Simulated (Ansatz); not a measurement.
Relaxed-ion elastic tensor of B4C in space group Cm (No. 8; Pearson symbol mS30) in GPa (Voigt order), plane-wave PAW PBEsol (Ansatz code); density 2.56 g/cm³, 7.17 Å³ per atom.

```
  499    107   98.9    0.0  -33.9    0.0
  107    545   96.7    0.0   56.1    0.0
 98.9   96.7    558    0.0   35.5    0.0
  0.0    0.0    0.0    199    0.0   36.5
-33.9   56.1   35.5    0.0    190    0.0
  0.0    0.0    0.0   36.5    0.0    184
```

Q: Is the crystal mechanically stable?

A: Yes: the smallest eigenvalue of C is 154 GPa.

Q: Work out the Voigt, Reuss and Hill averages.

A: K_V = 245, K_R = 243, K_H = 244; G_V = 201, G_R = 192, G_H = 197 GPa.

Q: Give Young's modulus, Poisson's ratio, Pugh's ratio and the universal anisotropy index.

A: E = 9KG/(3K + G) = 465 GPa; ν = 0.18; K/G = 1.24 (brittle by the Pugh limit of 1.75); A_U = 5G_V/G_R + K_V/K_R − 6 = 0.25.

Q: Estimate the sound speeds and the Debye temperature.

A: v_l = √((K + 4G/3)/ρ) = 14100 m/s, v_t = √(G/ρ) = 8770 m/s, mean 9660 m/s; Θ = (h/k)(3n/4πV)^(1/3) v_m = 1490 K.

Q: How much does each axis shrink under pressure?

A: Linear compressibilities β_i = Σ_j S_ij (j = 1 to 3): x 1.4, y 1.4, z 1.3 per TPa.

The first step of the workflow began from a Materials Project structure, measured or hypothetical; the Crystallography Open Database copy checked does not list it. Whether it is the stable phase at ambient conditions was not checked. Symmetry was held in the PBEsol relaxation; phonons on a q-mesh show no instability.

Potentials: the later of the program's two PAW sets.
